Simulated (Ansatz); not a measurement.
Li3Bi:
```cif
data_Bi4Li12
_chemical_formula_sum 'Li12 Bi4'
_space_group_name_H-M_alt 'Fm-3m'
_space_group_IT_number 225
_space_group_name_Hall '-F 4 2 3'
_cell_length_a 6.70088
_cell_length_b 6.70088
_cell_length_c 6.70088
_cell_angle_alpha 90.000
_cell_angle_beta 90.000
_cell_angle_gamma 90.000
loop_
_atom_site_label
_atom_site_type_symbol
_atom_site_symmetry_multiplicity
_atom_site_Wyckoff_symbol
_atom_site_fract_x
_atom_site_fract_y
_atom_site_fract_z
_atom_site_occupancy
Li1 Li 8 c 0.25000 0.25000 0.25000 1
Li2 Li 4 b 0.50000 0.50000 0.50000 1
Bi1 Bi 4 a 0.00000 0.00000 0.00000 1
```
(The calculation used a cell of 4 atoms; values per cell refer to that cell.)

Relaxed with r²SCAN.

Question: Tabulate the valence density and the electron localisation function along the shortest Li–Li contact (2.90 Å), DFT-r²SCAN in the program Ansatz with PAW potentials.

Answer: 

| distance from Li (Å) | density (e/Å³) | ELF |
|---|---|---|
| 0.29 | 4.80 | 0.98 |
| 0.44 | 1.85 | 0.86 |
| 0.58 | 0.41 | 0.27 |
| 0.73 | 0.09 | 0.02 |
| 0.87 | 0.06 | 0.01 |
| 1.02 | 0.04 | 0.03 |
| 1.16 | 0.04 | 0.07 |
| 1.31 | 0.04 | 0.10 |
| 1.45 | 0.04 | 0.11 |
| 1.60 | 0.04 | 0.10 |
| 1.74 | 0.04 | 0.07 |
| 1.89 | 0.04 | 0.03 |
| 2.03 | 0.05 | 0.01 |
| 2.18 | 0.08 | 0.02 |
| 2.32 | 0.40 | 0.35 |
| 2.47 | 1.84 | 0.91 |
| 2.61 | 4.79 | 0.99 |

The density is the valence pseudo-density with augmentation charge, so density and ELF within about 1 Å of a nucleus are not all-electron values.

The first step of the workflow began from a Materials Project structure, measured or hypothetical; the Crystallography Open Database copy checked does not list it. With Li and Bi taken as one species the cell has the higher symmetry Im-3m, so it may be an ordered model of a mixed-site phase. Whether it is the stable phase at ambient conditions was not checked. The cell was relaxed with r²SCAN under the symmetry of its start; whether a distortion lowers the energy is not shown. Scalar-relativistic: spin–orbit coupling is off unless named, which matters more the heavier the elements.

Potentials: the later of the program's two PAW sets.
